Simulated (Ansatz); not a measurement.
A relaxation computed with Ansatz, from input to last step.

```yaml
crystal:
  lattice:
    - [5.0500440635, 0.0, 0.0]
    - [-2.5250220317, 4.3734664493, 0.0]
    - [0.0, 0.0, 4.0251634238]
  atoms:
    - { symbol: Co, position: [0.166371491, 0.3327429821, 0.75] }
    - { symbol: Co, position: [0.6672570179, 0.833628509, 0.75] }
    - { symbol: Co, position: [0.166371491, 0.833628509, 0.75] }
    - { symbol: Co, position: [0.833628509, 0.6672570179, 0.25] }
    - { symbol: Co, position: [0.3327429821, 0.166371491, 0.25] }
    - { symbol: Co, position: [0.833628509, 0.166371491, 0.25] }
    - { symbol: Si, position: [0.6666666667, 0.3333333333, 0.75] }
    - { symbol: Si, position: [0.3333333333, 0.6666666667, 0.25] }
basis:
  ecutwfc: 420
kpoints:
  mp_grid: { grid: [12, 12, 10] }
hamiltonian:
  xc: pbesol
scf:
  occupations: { method: gaussian, width: 0.1 }
output:
  forces: true
  stress: true
  eigenvalues: true
relax:
  adjacent_minimum: "off"
  f_tol: 0.01
  max_steps: 30
  cell: { stress_tol: 0.1, fix: [volume] }
```

```bash
ansatz run input.yaml --threads 2 --pin off --max-ram 5120MiB --backend cpu --events-out ev --progress --plain --runs-dir out
```

The calculation used Ansatz 0.2.0, DFT PBEsol, scalar-relativistic, plane waves, PAW.

The volume is held at 1.1 times that of the relaxed cell.

Of 4 frames 3 are shown, positions in Å and forces in eV/Å; the SCF threshold varies from step to step. Steps run on the plane waves of an earlier cell, with a Pulay correction in the pressure. The basis is chosen afresh for the last frame, the zero of the energies, and at times for earlier ones too; energy and pressure can step there, also at an unchanged geometry. Where two frames share a geometry here, they differ by under 2 meV/atom and 0.3 GPa.

```xyz
8
Lattice="5.0500 0.0000 0.0000 -2.5250 4.3735 0.0000 0.0000 0.0000 4.0252" Properties=species:S:1:pos:R:3:forces:R:3 pbc="T T T" step=1 free_energy_over_end_meV_per_atom=0.01 pressure_GPa=-20.92
Co    0.0000    1.4552    3.0189    0.0000   -0.0070    0.0000
Co    1.2647    3.6458    3.0189    0.0060    0.0035    0.0000
Co   -1.2647    3.6458    3.0189   -0.0060    0.0035    0.0000
Co    2.5250    2.9182    1.0063    0.0000    0.0070    0.0000
Co    1.2603    0.7276    1.0063   -0.0060   -0.0035    0.0000
Co    3.7898    0.7276    1.0063    0.0060   -0.0035    0.0000
Si    2.5250    1.4578    3.0189    0.0000    0.0000    0.0000
Si    0.0000    2.9156    1.0063    0.0000    0.0000    0.0000
8
Lattice="5.0511 0.0000 0.0000 -2.5255 4.3744 0.0000 0.0000 0.0000 4.0235" Properties=species:S:1:pos:R:3:forces:R:3 pbc="T T T" step=2 free_energy_over_end_meV_per_atom=0.00 pressure_GPa=-20.92
Co    0.0000    1.4554    3.0176    0.0000   -0.0031    0.0000
Co    1.2652    3.6467    3.0176    0.0027    0.0015    0.0000
Co   -1.2652    3.6467    3.0176   -0.0027    0.0015    0.0000
Co    2.5255    2.9190    1.0059    0.0000    0.0031    0.0000
Co    1.2604    0.7277    1.0059   -0.0027   -0.0015    0.0000
Co    3.7907    0.7277    1.0059    0.0027   -0.0015    0.0000
Si    2.5255    1.4581    3.0176    0.0000    0.0000    0.0000
Si    0.0000    2.9162    1.0059    0.0000    0.0000    0.0000
8
Lattice="5.0524 0.0000 0.0000 -2.5262 4.3755 0.0000 0.0000 0.0000 4.0214" Properties=species:S:1:pos:R:3:forces:R:3 pbc="T T T" step=4 free_energy_over_end_meV_per_atom=0.00 pressure_GPa=-20.91
Co    0.0000    1.4557    3.0160    0.0000    0.0000    0.0000
Co    1.2656    3.6477    3.0160    0.0000    0.0000    0.0000
Co   -1.2656    3.6477    3.0160    0.0000    0.0000    0.0000
Co    2.5262    2.9199    1.0053    0.0000    0.0000    0.0000
Co    1.2606    0.7278    1.0053    0.0000    0.0000    0.0000
Co    3.7918    0.7278    1.0053    0.0000    0.0000    0.0000
Si    2.5262    1.4585    3.0160    0.0000    0.0000    0.0000
Si    0.0000    2.9170    1.0053    0.0000    0.0000    0.0000
```

The run took 85 s on 2 threads of Arm Neoverse V1 (shared host), peak memory 0.74 GiB.

Spin polarisation was left out, and a magnetic state may lie lower.